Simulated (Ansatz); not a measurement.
Sr2MoO4:
Space group I4/mmm (No. 139); a = b = 3.8782 Å, c = 12.7947 Å, α = β = γ = 90.00°

```csv
atom,site,symmetry,x,y,z
Sr,4e,4mm,0.0000,0.0000,0.3513
Mo,2a,4/mmm,0.0000,0.0000,0.0000
O,4c,mmm.,0.0000,0.5000,0.0000
O,4e,4mm,0.0000,0.0000,0.1637
```
(The calculation used a cell of 7 atoms; values per cell refer to that cell.)

Relaxed at zero pressure with PBEsol in the plane-wave PAW code Ansatz.

**Question.** The volume is raised by 3 % and shape and atoms relax at that volume. What pressure results, and how do the axes share the change?

**Answer.** -4.1 GPa; a 0.9 %, b 0.9 %, c 1.2 %; the energy rises by 5 meV/atom.

**Question.** Give the new structure.

**Answer.** 
Space group I4/mmm (No. 139); a = b = 3.9119 Å, c = 12.9527 Å, α = β = γ = 90.00°

| atom | site | symmetry | x | y | z |
|---|---|---|---|---|---|
| Sr | 4e | 4mm | 0.0000 | 0.0000 | 0.3513 |
| Mo | 2a | 4/mmm | 0.0000 | 0.0000 | 0.0000 |
| O | 4c | mmm. | 0.0000 | 0.5000 | 0.0000 |
| O | 4e | 4mm | 0.0000 | 0.0000 | 0.1627 |

The phase is kept; no other phase was compared at this pressure.

The first step of the workflow began from a Materials Project structure, measured or hypothetical; the Crystallography Open Database copy checked does not list it. Its standing as an ambient phase is unchecked. The PBEsol relaxation kept the symmetry of its start; whether a distortion lowers the energy is not shown. No spin polarisation was allowed. No Hubbard U is applied.

Potentials: the later of the program's two PAW sets.
